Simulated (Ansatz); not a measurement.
MoTe2 (2H-MoS2 type, space group P6_3/mmc)

```
MoTe2
1.0
    3.54214     0.00000     0.00000
   -1.77107     3.06758     0.00000
    0.00000     0.00000    14.18192
Mo Te
2 4
Direct
  0.33333   0.66667   0.75000
  0.66667   0.33333   0.25000
  0.33333   0.66667   0.12347
  0.66667   0.33333   0.62347
  0.66667   0.33333   0.87653
  0.33333   0.66667   0.37653
```

The volume is varied about the relaxed value V₀ at fixed cell shape. The atoms relax within the cell's symmetry.

The numbers are results of r2SCAN+rVV10 (plane waves to 500 eV, PAW, scalar-relativistic; Ansatz, a program for electronic structure), not measurements. k mesh 11×11×3 (Γ-centred), Fermi-Dirac smearing 0.05 eV. The energy includes the smearing's −TS. Stress and pressure are positive under compression. With the shape held, the modulus is that of even scaling; a crystal free to change shape is softer. MoTe2 is run without spin polarisation. MoTe2 was relaxed with its symmetry unable to fall. Spin-orbit coupling is left out, though Te is heavy. ΔE is measured from the relaxed starting cell.

```tsv
V (Å³/atom)	ΔE (meV/atom)
24.142	14.8
24.527	withheld
24.912	3.5
25.298	0.8
25.683	0.0
26.068	0.8
26.453	3.1
26.839	6.9
27.224	11.9
```

Task: Fit a third-order Birch-Murnaghan form (E₀, V₀, B₀, B₀′ free) to the given rows and predict ΔE at V = 24.527.

Result: Least squares on the 8 given rows: ΔE = E₀ + (9V₀B₀/16)·y²·[2 + (B₀′ − 4)y], y = (V₀/V)^(2/3) − 1, with V₀ = 25.682 Å³/atom, B₀ = 45.92 GPa (160.2 GPa = 1 eV/Å³; the term in eV is multiplied by 1000), B₀′ = 4.49, E₀ = -0.02 meV/atom; root-mean-square residual 0.02 meV/atom. At 24.527 the fit gives 8.1 meV/atom; the calculation gives 8.1 meV/atom, the same to the digits shown. For the pressure the fit gives 2.34 GPa against the computed 2.32 GPa.

(A scan under strain: stresses follow from slopes of the energy per volume, elastic moduli from its curvatures.)
